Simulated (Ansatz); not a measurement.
RbCl:
```cif
data_ClRb
_chemical_formula_sum 'Rb1 Cl1'
_space_group_name_H-M_alt 'P 1'
_space_group_IT_number 1
_cell_length_a 4.62650
_cell_length_b 4.62650
_cell_length_c 4.62650
_cell_angle_alpha 60.000
_cell_angle_beta 60.000
_cell_angle_gamma 60.000
loop_
_space_group_symop_operation_xyz
  'x, y, z'
loop_
_atom_site_label
_atom_site_type_symbol
_atom_site_fract_x
_atom_site_fract_y
_atom_site_fract_z
_atom_site_occupancy
Rb1 Rb 0.00000 0.00000 0.00000 1
Cl1 Cl 0.50000 0.50000 0.50000 1
```

Relaxed with PBEsol. Plane-wave PAW PBEsol (Ansatz code) gives a gap of 4.90 eV.

### Question
What gap does HSE06 give on the same cell (Ansatz, PAW)?

### Answer
6.36 eV, 1.46 eV more. The hybrid was solved on a coarser mesh and at special points; its gap is the smallest among all of these.

```csv
k,v1 PBEsol,c1 PBEsol,v1 HSE06,c1 HSE06
Γ,0.00,4.90,0.00,6.36
X,-0.10,6.07,___,___
L,-0.36,7.65,___,___
W,-0.24,7.57,___,___
K,-0.23,6.83,___,___
```

### Question
Top valence (v1) and lowest conduction level (c1) in eV from each method's valence maximum (which need not be a listed point): supply the withheld HSE06 values.

### Answer

- W, v1 HSE06: -0.24
- W, c1 HSE06: 9.04
- L, v1 HSE06: -0.37
- L, c1 HSE06: 9.10
- K, v1 HSE06: -0.24
- K, c1 HSE06: 8.27
- X, v1 HSE06: -0.10
- X, c1 HSE06: 7.49

Cost on shared cores: the PBEsol run (SCF on a 7×7×7 mesh, then bands and DOS) about 13 core-seconds (a rough figure), the HSE06 run (SCF on 6×6×6, then a few points) about 2.1 core-minutes (a rough figure); the tasks are unlike.

Space group Fm-3m (rock salt). The cell was relaxed with PBEsol under the symmetry of its start. Spin–orbit coupling is left out wherever it is not named.

Potentials: the later of the program's two PAW sets.
